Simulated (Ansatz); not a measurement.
Computed properties of GePt

GePt:
```
GePt
1.0
    3.18902     0.00000     0.00000
    0.00000     3.18902     0.00000
    0.00000     0.00000     3.18902
Pt Ge
1 1
Direct
  0.00000   0.00000   0.00000
  0.50000   0.50000   0.50000
```

Space group Pm-3m (No. 221), CsCl type; conventional cell a = b = c = 3.1890 Å, α = β = γ = 90.00°.

Method: PBE (plane waves, PAW; program Ansatz). Structure relaxed to zero pressure with the same functional. Other levels are named where they apply.

Cell and energy:

| Quantity | Result |
|---|---|
| Volume per atom | 16.22 Å³ |
| Density | 13.71 g/cm³ |
| Formation energy from the elements (no fitted shifts) | -0.12 eV/atom |

Electronic structure:

| Item | Result |
|---|---|
| Electronic character | metallic (no gap) |
| Density of states at the Fermi level | 0.50 states/eV per atom (mean over ±0.08 eV) |

Mechanics:

| Property | Result |
|---|---|
| Bulk modulus (Birch–Murnaghan fit) | 145 GPa |
| Pressure derivative B′ | 5.4 |

A made-up cell: these elements were put on the sites of a structure type; neither database checked (COD, Materials Project) lists it. COD files the formula under space group No. 62, so this cell is another polymorph or a model. Its standing as an ambient phase is unchecked. The PBE relaxation kept the symmetry of its start; its stability against distortions is not shown here. The run is not spin-polarised. The references are the lowest solids computed at this level, not always the standard phases. Scalar-relativistic: spin–orbit coupling is off unless named, which matters more the heavier the elements.

Potentials: the later of the program's two PAW sets.
